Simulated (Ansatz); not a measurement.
The elements of this relaxed trial crystal are hidden behind letters.

```
lattice vectors (Å)
   3.2501    1.8765    8.5874
  -3.2501    1.8765    8.5874
   0.0000   -3.7529    8.5874
fractional positions
X 0.0000 0.0000 0.0000
Z 0.9339 0.4312 0.4312
Z 0.4312 0.9339 0.4312
Z 0.4312 0.4312 0.9339
Z 0.0661 0.5688 0.5688
Z 0.5688 0.0661 0.5688
Z 0.5688 0.5688 0.0661
Z 0.5000 0.5000 0.5000
```

All numbers below come from DFT PBE, scalar-relativistic, plane waves, PAW (Ansatz 0.2.0). Settings of the last relaxation (8-atom cell): 420 eV, 6×6×6 k points, Gaussian smearing of 0.10 eV, no spin polarisation.

```
Space group                              : R-3m (No. 166)
Conventional cell                        : a = 6.500 Å, c = 25.762 Å
Volume per atom                          : 39.28 Å³
Density                                  : 5.18 g/cm³
Formation energy                         : −0.21 eV/atom
Gap on the 6×6×6 mesh of the 8-atom cell : 0 eV (a metal)
```

Energies are uncorrected and count from the elements' standard states at the same level.

**Question.** X is an s-block element of period 5 and Z is a p-block element of period 5. Which elements are they?

**Answer.** X = Sr, Z = Te, so the formula is SrTe7. Density times volume gives a mean mass of 5.18 × 39.28/1.6605 = 122.5 u per atom, and this set has 122.6 u. Sr is surrounded by 12 Te at 3.69 Å; Te on a site of symmetry m is surrounded by 5 Te at 3.17–3.27 Å, 1 Te at 3.50 Å and 2 Sr at 3.69 Å; Te on a site of symmetry -3m has 6 Te at 3.17 Å. Other sets within the hints have nearly the same mass, so mass alone doesn't settle it; this one was computed.

Spin–orbit coupling, which can matter for Te, is left out. Symmetry constrained the relaxation, so the result can be a saddle point.
